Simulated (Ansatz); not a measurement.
input.yaml (Ansatz)

```yaml
crystal:
  lattice:
    - [4.6519828289, 0.0, 0.0]
    - [-2.3259914145, 4.0287353078, 0.0]
    - [0.0, 0.0, 2.7801099128]
  atoms:
    - { symbol: Au, position: [0.0, 1.0, 0.0] }
    - { symbol: Au, position: [0.3333333333, 0.6666666667, 0.5] }
    - { symbol: Au, position: [0.6666666667, 0.3333333333, 0.5] }
hamiltonian:
  xc: pbesol
  pseudopotentials:
    kind: paw
    azcp:
      Au: "pseudopotentials/Au.paw.azcp"
basis:
  ecutwfc: 420
  fft_grid_basis: typed
kpoints:
  mp_grid: { grid: [10, 10, 15], shift: [0, 0, 0] }
magnetization:
  spin_polarized: false
scf:
  occupations: { method: fermi_dirac, width: 0.1 }
```

Terminal output

```
Warning: the record states the generating functional pbe (its physics header spells it `PBE`), which answers neither for hamiltonian.xc's functional nor for the pbesol family's — results may be inconsistent (PPs are generated against a specific XC)
Engine: ansatz 0.2.0, aarch64-unknown-linux-gnu
Pseudopotentials: kind: paw
Pseudopotential: Au, paw, valence charge 19, recommended cutoff 420 eV (normal) 
Functional definition: PBEsol
  exchange = pbesol_x
  correlation = pbesol_c
Crystal: 3 atoms, lattice volume = 52.104 Å³
Basis set: ecut = 420 eV, 999 PW (Γ)
Bands: 33, of which v1, the nominal top of the filled ones, is band 29 counted from 1 (28 counted from 0)
Symmetry: 24 space group operations
Space group: P6/mmm (ITA 191), of the structure as read, at distance tolerance 3.7e-5 Å
k-points: 112 of 1500
Non-local potential: Au, projectors of the file, l = 0: 3, l = 1: 2, l = 2: 2, l = 3: 1
PAW form: soft (Blöchl's): semilocal exchange-correlation on the pseudo side does not see the compensation charge
PAW frozen core: Au, regenerated for the run's functional, and the local potential with it (the file was generated under x = pbe(κ = 0.804, μ = 0.2195149727645171), c = pbe(β = 0.06672455060314922))
PAW one-centre angular grid: Au, 590 points (default); XC on 64 Gauss nodes
Initial density: superposition of atomic densities (neutral atoms: chi_scale 0, normalization atom), corrected by the library's trained network
Initial wavefunctions: pseudopotential atomic-orbital guess
Functional: x = pbesol(κ = 0.804, μ = 0.12345679012345678), c = pbesol(β = 0.046)
SCF iter   1: F=—  HF=-39021.082571 eV  |F-HF|=—  |Δ(HF+E_count)|=         —  Δρ=6.25e-3  dr2=1.78e-2  ethr=1.77e-3  ⟨swp⟩=5.3  Hψ=12259  notcnv=0
SCF iter   2: F=—  HF=-39021.080161 eV  |F-HF|=—  |Δ(HF+E_count)|=   2.41e-3  Δρ=2.82e-3  dr2=3.22e-3  ethr=3.13e-5  ⟨swp⟩=2.5  Hψ=6376  notcnv=0
SCF iter   3: F=—  HF=-39021.079340 eV  |F-HF|=—  |Δ(HF+E_count)|=   8.22e-4  Δρ=6.25e-4  dr2=1.03e-4  ethr=5.65e-6  ⟨swp⟩=2.0  Hψ=5174  notcnv=0
SCF iter   4: F=—  HF=-39021.079361 eV  |F-HF|=—  |Δ(HF+E_count)|=   2.14e-5  Δρ=1.05e-4  dr2=3.36e-6  ethr=1.80e-7  ⟨swp⟩=2.2  Hψ=6215  notcnv=0
SCF iter   5: F=—  HF=-39021.079364 eV  |F-HF|=—  |Δ(HF+E_count)|=   3.04e-6  Δρ=2.38e-5  dr2=3.25e-7  ethr=5.89e-9  ⟨swp⟩=2.6  Hψ=6484  notcnv=0
SCF iter   6: F=-39021.079364 eV  HF=-39021.079364 eV  |F-HF|=1.03e-8  |Δ(HF+E_count)|=   3.58e-8  Δρ=6.36e-6  dr2=2.16e-8  ethr=1.75e-10  ⟨swp⟩=2.1  Hψ=7380  notcnv=0
SCF 1 converged in 6 iterations: F = -39021.079364 eV  dr2 = 2.16e-8
SCF converged after 6 iterations
Free energy (F): -39021.079364 eV
Harris-Foulkes:  -39021.079364 eV  (|F-HF|=1.03e-8)
Internal energy: -39021.048783 eV  (E = F + TS)
E sigma→0 (E₀):  -39021.064074 eV
Entropy (-TS):   -0.030581 eV (-10.194 meV/atom)
Fermi energy:    19.912744 eV
--- Per-component energies (eV) ---
  E_band       = -657.115793
  E_kinetic    = 1814.081130
  E_local      = -5228.579851  (includes V_loc(G=0)·N_el)
  E_nonlocal   = 232.881087
  E_hartree    = 2219.561853
  E_xc         = -679.572994
  E_vxc        = -823.584376  (∫ρ·V_xc dr)
  E_paw        = -28697.265414  (= ΣΔE_a)
  E_vpaw       = -1091.041914  (= ΣTr[D̂ρ^β])
  E_aug_tail   = 0.004066  (compensation charges beyond the density's cutoff)
  E_ewald      = -8683.087096
  E_core_change = 0.928437  (= ΣΔE_core)
  E_smearing   = -0.030581  (= −TS)
  E_closure    = -0.000000  (closes the sum)
  Σ components = -39021.079364   (vs F -39021.079364, Δ=0.00e0)
```
